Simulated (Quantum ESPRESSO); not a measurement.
# Moving one atom in Si3O4FN

The results below are calculated, not measured. They come from pw.x of Quantum ESPRESSO 7.5, a plane-wave density functional program, with PseudoDojo standard norm-conserving files (v0.5 for PBE, v0.4.1 for LDA and PBEsol). The cells are made up: elements, strain and atom displacements were drawn at random, and nothing was relaxed. There is no spin polarisation, spin-orbit coupling or dispersion term.

The cell has 9 sites of a quartz lattice. Sites 1 to 3 hold Si Si Si; sites 4 to 9 hold O O O F O N. Cell vectors in Å: (4.870, 0.000, 0.000); (-2.435, 4.217, 0.000); (0.000, 0.000, 5.345). Settings: PBE, cutoff 1143 eV, 5 x 5 x 4 k mesh shifted by half a step, Fermi-Dirac smearing of 0.025 eV.

Each run shifts the O atom on site 4 along y and leaves all else fixed. Site 1 is one of its nearest neighbours. E is the free energy of the cell above the lowest run shown. The last column is band 25 less band 24 at Gamma, from a band step after each run.

| run | shift (Å) | Fy on site 4 (eV/Å) | Fy on site 1 (eV/Å) | P (GPa) | E (meV) | level step at Gamma (eV) |
| --- | --- | --- | --- | --- | --- | --- |
| 1 | -0.0859 | 3.787 | -3.104 | 19.32 | 176.2 | 2.892 |
| 2 | -0.0728 | 3.256 | -2.827 | 19.14 | 130.1 | 2.886 |
| 3 | -0.0282 | 1.474 | -1.969 | 18.70 | 24.8 | 2.860 |
| 4 | -0.0027 | 0.471 | -1.536 | 18.56 | 0.0 | 2.840 |
| 5 | 0.0241 | -0.574 | -1.123 | 18.51 | 1.4 | 2.816 |
| 7 | 0.1227 | -4.377 | 0.051 | 19.07 | 245.8 | 2.698 |
| 6 | 0.0586 | ? | ? | ? | ? | ? |

A rerun of one of these cells at 1437 eV and k mesh 7 x 7 x 6 moved values by no more than 0.003 eV in the cell's energy, 0.02 GPa in stress and 0.002 eV/Å in force.

## Worked fit

A parabola through the six runs shown gives Fy on site 4 = 0.366 - 39.32 u + 5.5 u² eV/Å, with u in Å and a scatter of 0.005 eV/Å. Minus the slope, 39.32 ± 0.21 eV/Å², is this atom's force constant along y at u = 0, with its periodic images moving too. The fitted force vanishes at u = 0.009 Å, where the energy should be lowest along this line. The error is the larger of the fit's own and the change that a cubic makes, rounded up.

## Withheld run

Question: what Fy on site 4 should run 6 give?

The fit gives -1.919 eV/Å. The calculation gave -1.910 eV/Å.

```
run  shift (Å)  Fy on site 4 (eV/Å)  Fy on site 1 (eV/Å)  P (GPa)  E (meV)  level step at Gamma (eV)
  6     0.0586               -1.910               -0.653    18.57     44.3                     2.780
```